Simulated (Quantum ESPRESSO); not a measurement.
# Hf2Pt2W3Mo: input and log of a self-consistent run

A calculation, not a measurement. The program is pw.x of Quantum ESPRESSO 7.5 (plane-wave density functional theory). The cell is made up: eight metal atoms on a hexagonal close-packed lattice, with elements, volume, strain and displacements drawn at random and not relaxed, so it may be unstable or far from any real phase. PseudoDojo standard norm-conserving files set the functional (PBE unless stated); there is no spin polarisation or spin-orbit coupling, the Fermi-Dirac width of 0.25 eV means electrons at about 2900 K, and the masses in the input are unused placeholders. Heavy elements are run without spin-orbit coupling, which real alloys of them have. A spin test at this wide smearing found no moment, but such smearing suppresses magnetism that the real alloy may have.

Input:

```
&control calculation='scf', pseudo_dir='./dojo.nc.sr.pbe.v0_5.standard.upf', outdir='./o', disk_io='minimal', tprnfor=.true., tstress=.true. /
&system ibrav=0, nat=8, ntyp=4, nbnd=76, ecutwfc=84.00895049, nosym=.true., tot_charge=0,
 occupations='smearing', smearing='fd', degauss=0.0183746611
/
&electrons conv_thr=1.470e-08, electron_maxstep=70, mixing_beta=0.5 /
ATOMIC_SPECIES
Hf 1.0 Hf.upf
Mo 1.0 Mo.upf
Pt 1.0 Pt.upf
W 1.0 W.upf
CELL_PARAMETERS angstrom
-2.8947 -0.0085 -0.024
0.0147 5.0259 -0.0317
1.3626 -2.4496 -9.428
ATOMIC_POSITIONS angstrom
Hf 0.0998 0.0253 0.0465
Pt 0.0613 1.673 -2.3178
W -0.0185 -0.0446 -4.9224
W -0.0904 1.6665 -6.9568
Mo -1.3106 2.6028 -0.0149
Pt -1.4642 4.3393 -2.4028
Hf -1.4995 2.45 -4.9581
W -1.5554 -0.6161 -7.2954
K_POINTS automatic
8 5 3 1 1 1
```

The log is shortened where brackets say so; the opening notice, blank lines, dates and the lines on written files are dropped, and the path of the files is cut. It prints rydbergs, bohrs and kilobars, and counts compression as positive stress. Its total energy is the free energy E - TS of the whole cell.

```
     Program PWSCF v.7.5
     Parallel version (MPI & OpenMP), running on       4 processor cores
     Number of MPI processes:                 4
     Threads/MPI process:                     1
     [start-up lines left out]
     bravais-lattice index     =            0
     lattice parameter (alat)  =       5.4704  a.u.
     unit-cell volume          =     928.2482 (a.u.)^3
     number of atoms/cell      =            8
     number of atomic types    =            4
     number of electrons       =       116.00
     number of Kohn-Sham states=           76
     kinetic-energy cutoff     =      84.0090  Ry
     charge density cutoff     =     336.0358  Ry
     scf convergence threshold =      1.5E-08
     mixing beta               =       0.5000
     number of iterations used =            8  plain     mixing
     Exchange-correlation= PBE
                           (   1   4   3   4   0   0   0)
     [axes and pseudopotential details left out]
   Cartesian axes
     site n.     atom                  positions (alat units)
         1        Hf     tau(   1) = (   0.0344755   0.0087398   0.0160632  )
         2        Pt     tau(   2) = (   0.0211758   0.5779305  -0.8006738  )
         3        W      tau(   3) = (  -0.0063907  -0.0154069  -1.7004213  )
         4        W      tau(   4) = (  -0.0312283   0.5756851  -2.4031958  )
         5        Mo     tau(   5) = (  -0.4527410   0.8991258  -0.0051471  )
         6        Pt     tau(   6) = (  -0.5058014   1.4989920  -0.8300366  )
         7        Hf     tau(   7) = (  -0.5179956   0.8463417  -1.7127537  )
         8        W      tau(   8) = (  -0.5373061  -0.2128290  -2.5201637  )
     number of k points=    60  Fermi-Dirac smearing, width (Ry)=  0.0184
                       cart. coord. in units 2pi/alat
        k(    1) = (  -0.0620486   0.0573061  -0.0750311), wk =   0.0333333
        k(    2) = (  -0.0637447   0.0585985   0.1290841), wk =   0.0333333
     [further k points left out]
     Dense  grid:    96467 G-vectors     FFT dimensions: (  32,  60, 120)
     Estimated max dynamical RAM per process >     404.74 MB
     Estimated total dynamical RAM >       1.51 GB
     Initial potential from superposition of free atoms
     starting charge     115.9930, renormalised to     116.0000
     Starting wfcs are   80 randomized atomic wfcs
     total cpu time spent up to now is       13.4 secs
     per-process dynamical memory:   327.6 Mb
     Self-consistent Calculation
     iteration #  1     ecut=    84.01 Ry     beta= 0.50
     Davidson diagonalization with overlap
     ethr =  1.00E-02,  avg # of iterations =  2.8
     total cpu time spent up to now is       44.6 secs
     total energy              =   -1333.90730658 Ry
     estimated scf accuracy    <      14.14886872 Ry
     iteration #  2     ecut=    84.01 Ry     beta= 0.50
     Davidson diagonalization with overlap
     ethr =  1.00E-02,  avg # of iterations =  5.7
     total cpu time spent up to now is       87.6 secs
     total energy              =   -1329.43433404 Ry
     estimated scf accuracy    <     305.80191242 Ry
     iteration #  3     ecut=    84.01 Ry     beta= 0.50
     Davidson diagonalization with overlap
     ethr =  1.00E-02,  avg # of iterations =  5.7
     total cpu time spent up to now is      128.2 secs
     total energy              =   -1342.76266706 Ry
     estimated scf accuracy    <      22.81442601 Ry
     iteration #  4     ecut=    84.01 Ry     beta= 0.50
     Davidson diagonalization with overlap
     ethr =  1.00E-02,  avg # of iterations =  2.0
     total cpu time spent up to now is      154.0 secs
     total energy              =   -1343.21269255 Ry
     estimated scf accuracy    <      14.38555397 Ry
     iteration #  5     ecut=    84.01 Ry     beta= 0.50
     Davidson diagonalization with overlap
     ethr =  1.00E-02,  avg # of iterations =  1.1
     total cpu time spent up to now is      177.8 secs
     total energy              =   -1343.58310187 Ry
     estimated scf accuracy    <       2.01657928 Ry
     [iterations 6 to 16 left out]
     iteration # 17     ecut=    84.01 Ry     beta= 0.50
     Davidson diagonalization with overlap
     ethr =  4.40E-09,  avg # of iterations =  1.4
     total cpu time spent up to now is      502.6 secs
     total energy              =   -1343.60997617 Ry
     estimated scf accuracy    <       0.00000020 Ry
     iteration # 18     ecut=    84.01 Ry     beta= 0.50
     Davidson diagonalization with overlap
     ethr =  1.75E-10,  avg # of iterations =  3.9
     total cpu time spent up to now is      532.5 secs
     total energy              =   -1343.60997619 Ry
     estimated scf accuracy    <       0.00000019 Ry
     iteration # 19     ecut=    84.01 Ry     beta= 0.50
     Davidson diagonalization with overlap
     ethr =  1.62E-10,  avg # of iterations =  1.6
     total cpu time spent up to now is      557.1 secs
     total energy              =   -1343.60997621 Ry
     estimated scf accuracy    <       0.00000002 Ry
     iteration # 20     ecut=    84.01 Ry     beta= 0.50
     Davidson diagonalization with overlap
     ethr =  1.61E-11,  avg # of iterations =  2.1
     total cpu time spent up to now is      584.7 secs
     total energy              =   -1343.60997621 Ry
     estimated scf accuracy    <       0.00000002 Ry
     iteration # 21     ecut=    84.01 Ry     beta= 0.50
     Davidson diagonalization with overlap
     ethr =  1.61E-11,  avg # of iterations =  1.6
     total cpu time spent up to now is      609.1 secs
     End of self-consistent calculation
     [lines on levels left out]
!    total energy              =   -1343.60997621 Ry
     estimated scf accuracy    <       0.00000001 Ry
     smearing contrib. (-TS)   =      -0.13596109 Ry
     internal energy E=F+TS    =   -1343.47401511 Ry
     The total energy is F=E-TS. E is the sum of the following terms:
     one-electron contribution =    -272.77623011 Ry
     hartree contribution      =     199.40894712 Ry
     xc contribution           =    -272.41576081 Ry
     ewald contribution        =    -997.69097131 Ry
     convergence has been achieved in  21 iterations
     Forces acting on atoms (cartesian axes, Ry/au):
     atom    1 type  1   force =    -0.00137809   -0.01264687   -0.05088237
     atom    2 type  3   force =    -0.00459371    0.03646479   -0.01084050
     atom    3 type  4   force =    -0.00255020   -0.01650083    0.05788256
     atom    4 type  4   force =     0.01149079    0.02760393   -0.09797536
     atom    5 type  2   force =    -0.01009110   -0.00369108   -0.04479506
     atom    6 type  3   force =     0.01465364   -0.04532056   -0.02411993
     atom    7 type  1   force =    -0.00240156    0.04455576    0.16436218
     atom    8 type  4   force =    -0.00512977   -0.03046514    0.00636849
     Total force =     0.230900     Total SCF correction =     0.000649
     Computing stress (Cartesian axis) and pressure
          total   stress  (Ry/bohr**3)                   (kbar)     P=       64.88
   0.00074660  -0.00009997  -0.00009779          109.83      -14.71      -14.39
  -0.00009997   0.00032735   0.00015418          -14.71       48.16       22.68
  -0.00009779   0.00015418   0.00024916          -14.39       22.68       36.65
     init_run     :     12.66s CPU     13.16s WALL (       1 calls)
     electrons    :    583.81s CPU    595.75s WALL (       1 calls)
     forces       :      4.52s CPU      4.55s WALL (       1 calls)
     stress       :     16.08s CPU     16.46s WALL (       1 calls)
     [timing details left out]
     PWSCF        :  10m17.28s CPU  10m30.24s WALL
     JOB DONE.
```

In other units: free energy -18280.745 eV for the cell, pressure 6.49 GPa, largest force component 4.226 eV/Å in size. The run took 632 s of wall time with four MPI processes on a shared machine (Intel Xeon, older, virtual cores), so the time is rough. A rerun of this cell at a higher cutoff and on a denser mesh moved values by no more than 0.015 eV in energy, 0.25 GPa in stress and 0.008 eV/Å in force, and a second program with other atomic files agreed on that cell to 2 % rms in force and 0.5 GPa in pressure.